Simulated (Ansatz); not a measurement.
Li:
```
Li
1.0
   -1.68101     1.68101     1.68101
    1.68101    -1.68101     1.68101
    1.68101     1.68101    -1.68101
Li
1
Cartesian
  0.00000   0.00000   0.00000
```

Relaxed with LDA.

Problem. Which orbitals make up the states near the Fermi level in LDA in the plane-wave PAW code Ansatz?

Solution. Within 0.5 eV of the Fermi level: Li 2s 61 %, outside the projected shells 38 %. Projections are on Löwdin-orthogonalised atomic valence shells; empty p or d shells of many metals are not among them.

Problem. Tabulate the density of states.

Solution. States/eV per cell of 1 atom, in 0.25 eV bins, energy from the Fermi level.

| E (eV) | total | Li 2s | Li 1s |
|---|---|---|---|
| -3.80 | 0.00 | 0.00 | 0.00 |
| -3.55 | 0.04 | 0.04 | 0.00 |
| -3.30 | 0.11 | 0.11 | 0.01 |
| -3.05 | 0.16 | 0.15 | 0.01 |
| -2.80 | 0.19 | 0.18 | 0.01 |
| -2.55 | 0.22 | 0.21 | 0.01 |
| -2.30 | 0.24 | 0.23 | 0.01 |
| -2.05 | 0.26 | 0.25 | 0.01 |
| -1.80 | 0.28 | 0.27 | 0.00 |
| -1.55 | 0.31 | 0.29 | 0.00 |
| -1.30 | 0.33 | 0.31 | 0.00 |
| -1.05 | 0.35 | 0.32 | 0.00 |
| -0.80 | 0.37 | 0.33 | 0.00 |
| -0.55 | 0.39 | 0.33 | 0.00 |
| -0.30 | 0.42 | 0.33 | 0.00 |
| -0.05 | 0.47 | 0.32 | 0.00 |
| 0.20 | 0.56 | 0.29 | 0.00 |
| 0.45 | 0.55 | 0.24 | 0.00 |
| 0.70 | 0.49 | 0.19 | 0.00 |
| 0.95 | 0.43 | 0.14 | 0.00 |
| 1.20 | 0.38 | 0.11 | 0.00 |
| 1.45 | 0.33 | 0.08 | 0.00 |
| 1.70 | 0.28 | 0.05 | 0.00 |
| 1.95 | 0.23 | 0.04 | 0.00 |
| 2.20 | 0.16 | 0.03 | 0.00 |
| 2.45 | 0.11 | 0.02 | 0.00 |
| 2.70 | 0.11 | 0.01 | 0.00 |
| 2.95 | 0.14 | 0.01 | 0.00 |
| 3.20 | 0.21 | 0.03 | 0.00 |
| 3.45 | 0.55 | 0.22 | 0.00 |
| 3.70 | 0.73 | 0.34 | 0.01 |
| 3.95 | 0.59 | 0.21 | 0.00 |
| 4.20 | 0.53 | 0.15 | 0.00 |
| 4.45 | 0.48 | 0.10 | 0.00 |
| 4.70 | 0.45 | 0.08 | 0.00 |

Space group Im-3m (bcc (W type)). Symmetry was held in the LDA relaxation.

Potentials: the later of the program's two PAW sets.
